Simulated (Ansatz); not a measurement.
**Vibrational response of SrSnP**

These are results of Ansatz, DFT PBEsol, scalar-relativistic, plane waves, PAW, not measurements. Plane waves to 420 eV; Γ-centred k mesh 8×8×4; Fermi-Dirac smearing of 0.15 eV. No spin polarisation. Phonons by linear response, acoustic sum rule imposed.

Equilibrium structure at this level:
```yaml
crystal:
  lattice:
    - [4.32443, 0.00000, 0.00000]
    - [0.00000, 4.32443, 0.00000]
    - [0.00000, 0.00000, 8.88055]
  atoms:
    - { symbol: Sr, position: [0.00000, 0.50000, 0.66771] }
    - { symbol: Sr, position: [0.50000, 0.00000, 0.33229] }
    - { symbol: Sn, position: [0.50000, 0.00000, 0.94833] }
    - { symbol: Sn, position: [0.00000, 0.50000, 0.05167] }
    - { symbol: P, position: [0.00000, 0.50000, 0.32878] }
    - { symbol: P, position: [0.50000, 0.00000, 0.67122] }
```

In a metal, frequencies and elastic constants depend on the k mesh and the smearing, soft modes and shear constants most.

Optical modes at Γ; i marks an imaginary frequency:
```tsv
frequency (cm⁻¹)	degeneracy
48	2
56	2
91	1
98	2
115	1
134	1
205	2
211	2
319	1
344	1
```

All 15 optical modes at Γ are real: no displacement of atoms at fixed cell lowers the energy to second order. Strains and modes at other wave vectors aren't tested by this run.

Whether SrSnP exists in this form wasn't checked.

Cost: 1 run of about 4.2 core-minutes, on Arm Neoverse V2 (shared hosts).